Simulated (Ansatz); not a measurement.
CuAu3, DFT, LDA, PAW with Ansatz's default frozen-core files, scalar-relativistic (Ansatz 0.2.0), run on 1 thread of Arm Neoverse N1 on a shared host.

The cell comes from COD entry 1510492, which wasn't checked; take it as a given geometry. The listed cell was then made from it by scaling, straining or moving an atom.

Command: `ansatz run input.yaml --threads 1 --pin off --max-ram 4096MiB --backend cpu --events-out ev --progress --plain --runs-dir out`

```yaml
crystal:
  lattice:
    - [4.0580590332, 0.0, 0.0]
    - [0.0, 4.0580590332, 0.0]
    - [0.0, 0.0, 4.0580590332]
  atoms:
    - { symbol: Cu, position: [0.0, 0.0, 0.0] }
    - { symbol: Au, position: [0.0, 0.5, 0.5] }
    - { symbol: Au, position: [0.5, 0.0, 0.5] }
    - { symbol: Au, position: [0.5, 0.5, 0.0] }
kpoints:
  mp_grid: { grid: [9, 9, 9] }
scf:
  occupations: { method: fermi_dirac, width: 0.05 }
hamiltonian:
  xc: lda
  pseudopotentials: { kind: paw }
output:
  forces: true
  stress: true
  eigenvalues: true
  efg: { contact_densities: true }
```

**Question.** How large is the problem that the program sets up?

**Answer.** 35 irreducible k-points, 1309 plane waves at Γ, 46 bands.

**Question.** Estimate the wall time and the peak memory.

**Answer.** 12 s of wall time for 7 SCF iterations, with a peak of 0.43 GiB. Times on shared machines scatter by tens of per cent.

**Question.** And the same cell and mesh by all-electron PAW (datasets made for this crystal), asked for forces, stress, eigenvalues, efg, on the same hardware?

**Answer.** 33 s, peak memory 0.7 GiB.
